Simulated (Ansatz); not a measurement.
All-electron DFT: CrB3

This is CrB3 placed on the sites of the ReO3 structure (a generated, not necessarily known, phase), then sheared and rattled, one atom being moved towards a neighbour.

Theory: DFT, PBE, all-electron full-potential LAPW, scalar-relativistic, point nucleus in Ansatz. Brillouin zone: 2×2×2 (shift 0.5, 0.5, 0.5 mesh steps), Fermi–Dirac smearing of 0.15 eV; a denser mesh would shift the values. In metals such a mesh can move stress, forces and moments by their own size. No spin polarisation. With Cr in the cell, a run with spin could end lower. Labels count atoms in the order given.

Lattice vectors (Å):
```
 3.8113 -0.0174  0.1761
-0.0174  3.8036 -0.0286
 0.1761 -0.0286  4.0900
```

| atom | x | y | z (fractional) |
| --- | --- | --- | --- |
| Cr1 | 0.7858 | 0.9946 | 0.7651 |
| B2 | 0.2653 | 0.9963 | 0.7779 |
| B3 | 0.7874 | 0.4859 | 0.7567 |
| B4 | 0.8055 | 0.9829 | 0.2573 |

```
atom  Fx (eV/Å)  Fy (eV/Å)  Fz (eV/Å)
 Cr1     -2.462     -1.010     -0.528
  B2      1.284      0.319      0.835
  B3      0.405      0.864     -0.452
  B4      0.773     -0.174      0.145
```

Stress (GPa; xx, yy, zz, yz, xz, xy; compression positive): 9.30, 8.85, -13.54, -0.26, 1.92, -0.04.

```yaml
All-electron_free_energy_E_−_TS_its_zero_hangs_on_the_relativistic_scheme_and_nucleus: -30616.847 eV
Pressure: 1.54 GPa
Largest_force: 2.713 eV/Å
```

Q: The same cell and mesh under r2SCAN by all-electron PAW datasets generated for the cell without frozen cores, scalar-relativistic, point nucleus: what changes?

A: Relative to PBE, the pressure goes down by 0.81 GPa to 0.73 GPa, and the forces move by 0.094 eV/Å (r.m.s. over the atoms).

```tsv
atom	Fx (eV/Å)	Fy (eV/Å)	Fz (eV/Å)
Cr1	-2.531	-1.039	-0.527
B2	1.265	0.368	0.926
B3	0.415	0.875	-0.558
B4	0.852	-0.205	0.158
```
